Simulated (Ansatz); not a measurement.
TlIO3:
```
CELL_PARAMETERS angstrom
      3.14488     1.81570     2.64413
     -3.14488     1.81570     2.64413
      0.00000    -3.63140     2.64413
ATOMIC_POSITIONS crystal
  Tl 0.00568 0.00568 0.00568
  I  0.50224 0.50224 0.50224
  O  0.90491 0.46242 0.46242
  O  0.46242 0.90491 0.46242
  O  0.46242 0.46242 0.90491
```

Relaxed with r²SCAN+D4. Special points in fractions of this cell's reciprocal vectors: Γ (0.000, 0.000, 0.000); T (0.500, 0.500, 0.500); H2 (0.519, 0.481, 0.500); H0 (0.500, -0.481, 0.481); L (0.500, 0.000, 0.000); S0 (0.491, -0.491, 0.000); S2 (0.509, 0.000, 0.491); F (0.500, 0.000, 0.500).

Question: List the band energies nearest the valence-band maximum at these points for r²SCAN+D4 (plane waves, PAW; program Ansatz).

Answer: In eV from the valence-band maximum; about four levels below and three above (degenerate sets whole), none deeper than 8.9 eV; points with the same levels are listed once.

```csv
k,below,above
Γ,-1.61 -1.61 -1.50 -1.27,7.03 7.27 7.27
T,-1.08 -1.08 -0.75 0.00,3.07 3.07 4.27
H2,-1.09 -1.08 -0.75 0.00,3.08 3.09 4.28
L,-1.44 -1.25 -1.21 -0.23,4.40 4.77 6.83
S0,-1.62 -0.90 -0.85 -0.25,3.77 4.41 5.95
F,-1.62 -0.89 -0.86 -0.25,3.77 4.41 5.95
```

Space group R3m. The first step of the workflow began from a Materials Project structure, measured or hypothetical; the Crystallography Open Database copy checked does not list it. Its standing as an ambient phase is unchecked. The r²SCAN+D4 relaxation kept the symmetry of its start; whether a distortion lowers the energy is not shown. Scalar-relativistic: spin–orbit coupling is off unless named, which matters more the heavier the elements.

Potentials: the later of the program's two PAW sets.
